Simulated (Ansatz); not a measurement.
This run works on a proposed trial structure, not on a known crystal.

Input and command of a plane-wave DFT calculation in Ansatz:

```yaml
crystal:
  lattice:
    - [5.6, 0.0, 0.0]
    - [0.0, 5.65, 0.0]
    - [-0.01413716, 0.0, 8.09998766]
  atoms:
    - { symbol: Na, position: [0.24, 0.46, 0.5] }
    - { symbol: Na, position: [0.76, 0.96, 0.5] }
    - { symbol: La, position: [0.74, 0.04, 0.0] }
    - { symbol: La, position: [0.26, 0.54, 0.0] }
    - { symbol: Mn, position: [0.75, 0.5, 0.25], spin: 4.0 }
    - { symbol: Mn, position: [0.25, 0.0, 0.75], spin: 4.0 }
    - { symbol: Mo, position: [0.25, 0.0, 0.26], spin: 1.0 }
    - { symbol: Mo, position: [0.75, 0.5, 0.74], spin: 1.0 }
    - { symbol: O, position: [0.33, 0.02, 0.487] }
    - { symbol: O, position: [0.965, 0.195, 0.295] }
    - { symbol: O, position: [0.055, 0.715, 0.3] }
    - { symbol: O, position: [0.535, 0.805, 0.205] }
    - { symbol: O, position: [0.445, 0.285, 0.2] }
    - { symbol: O, position: [0.17, 0.98, 0.013] }
    - { symbol: O, position: [0.67, 0.52, 0.513] }
    - { symbol: O, position: [0.035, 0.695, 0.705] }
    - { symbol: O, position: [0.945, 0.215, 0.7] }
    - { symbol: O, position: [0.465, 0.305, 0.795] }
    - { symbol: O, position: [0.555, 0.785, 0.8] }
    - { symbol: O, position: [0.83, 0.48, 0.987] }
basis:
  ecutwfc: 420
kpoints:
  mp_grid: { grid: [2, 2, 2] }
hamiltonian:
  xc: pbe
scf:
  occupations: { method: gaussian, width: 0.15 }
  lower_state_search: "off"
output:
  forces: true
  stress: true
  eigenvalues: true
  populations: true
magnetization:
  spin_polarized: true
relax:
  adjacent_minimum: "off"
  f_tol: 0.08
  max_steps: 16
  cell: { stress_tol: 0.8 }
```

```bash
ansatz run input.yaml --threads 1 --pin off --max-ram 2816MiB --backend cpu --events-out ev --progress --plain --runs-dir out
```

Processor: Intel(R) Xeon(R) 6975P-C (Granite Rapids), 1 thread, on a host shared with other jobs.

**Question.** Estimate time, memory and problem size.

**Answer.** About 4 min, peak memory 0.95 GiB. It solves 110 bands at 8 k points (after reduction by symmetry) with about 4875 plane waves (on the last cell), in 113 SCF iterations over 10 ionic steps.
